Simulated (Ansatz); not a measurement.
In₂Ge₂O₇ (space group C2/m)

```xyz
11
Lattice="3.3272 -4.4339 0.0000 3.3272 4.4339 0.0000 -1.0388 0.0000 4.8504" Properties=species:S:1:pos:R:3 pbc="T T T"
In     3.3272     1.7111     0.0000
In     3.3272    -1.7111     0.0000
Ge     4.4609     0.0000     2.8824
Ge     1.1548     0.0000     1.9680
O      1.3807    -1.4784     1.0275
O      4.2349     1.4784     3.8229
O      4.2349    -1.4784     3.8229
O      1.3807     1.4784     1.0275
O     -0.5194     0.0000     2.4252
O      1.9940     0.0000     3.5244
O      3.6216     0.0000     1.3260
```

Equation-of-state scan: isotropic scaling of the cell above, V₀ being its volume. The atoms relax within the cell's symmetry.

All values below come from PBEsol (plane waves to 420 eV, PAW, scalar-relativistic; Ansatz, a quantum-chemistry and plane-wave program). k mesh 5×5×6 (Γ-centred), Fermi-Dirac smearing 0.05 eV. Energies are smeared free energies. Compression counts positive. In2Ge2O7 was relaxed with its symmetry unable to fall. The zero of ΔE is the relaxed starting cell.

Task: Predict the ΔE (meV/atom) and P (GPa) at V/V₀ = 0.872, 0.904, 0.936, 0.968, 1.032, 1.064, 1.096, 1.128.

Result: 
```json
[
 {"V/V₀": "0.872", "ΔE (meV/atom)": "116.1", "P (GPa)": "24.5"},
 {"V/V₀": "0.904", "ΔE (meV/atom)": "62.3", "P (GPa)": "17.1"},
 {"V/V₀": "0.936", "ΔE (meV/atom)": "26.4", "P (GPa)": "10.6"},
 {"V/V₀": "0.968", "ΔE (meV/atom)": "6.3", "P (GPa)": "4.9"},
 {"V/V₀": "1.032", "ΔE (meV/atom)": "5.7", "P (GPa)": "-4.3"},
 {"V/V₀": "1.064", "ΔE (meV/atom)": "21.6", "P (GPa)": "-7.9"},
 {"V/V₀": "1.096", "ΔE (meV/atom)": "46.1", "P (GPa)": "-10.9"},
 {"V/V₀": "1.128", "ΔE (meV/atom)": "78.0", "P (GPa)": "-13.5"}
]
```

(A scan under strain: stresses follow from slopes of the energy per volume, elastic moduli from its curvatures.)
